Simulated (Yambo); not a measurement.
Here is the system:

```xyz
12
Lattice="4.2028 0.0000 0.0000 -2.1014 3.6397 0.0000 0.0000 0.0000 7.4201" Properties=species:S:1:pos:R:3 pbc="T T T"
H      0.0000     2.4265     2.7549
H      2.1014     1.2132     6.4650
H      0.0000     1.2751     4.3881
H      3.0985     0.6375     0.6781
H      0.9972     3.0022     4.3881
H      2.1014     2.3647     0.6781
H     -0.9972     3.0022     4.3881
H      1.1042     0.6375     0.6781
Li     0.0000     2.4265     0.8455
Li     2.1014     1.2132     4.5556
B      0.0000     2.4265     3.9742
B      2.1014     1.2132     0.2642
```

Workflow: LDA (pw.x of Quantum ESPRESSO, ONCV potentials, no spin-orbit coupling), then G0W0 in Yambo (3×3×2 Γ-centred k mesh, bands 3 to 199 and a 8 Ry block in the screening, 199 bands in G with the Bruneval-Gonze terminator, plasmon pole fitted at 27.2 eV).

### Question
Give the LDA and G0W0 gaps between the band edges found on this mesh, and say where the edges lie.

### Answer
Edges: Γ → Γ. LDA: 6.54 eV; G0W0: 9.75 eV. The mesh misses an edge: along a dense path the LDA gap is 6.36 eV. Nearest settings tried, and what they do to the gap: 123 bands in G: +0 meV; 123 bands in W, 123 bands in G: -23 meV; 7 Ry block (247 vectors against 313): -41 meV; 3×3×1 mesh: -29 meV. So the settings aren't converged at that level. 

Geometry of the Materials Project entry, not relaxed at this level.

The structure is a Materials Project entry; no match was found in the copy of COD used, and its stability was not checked.
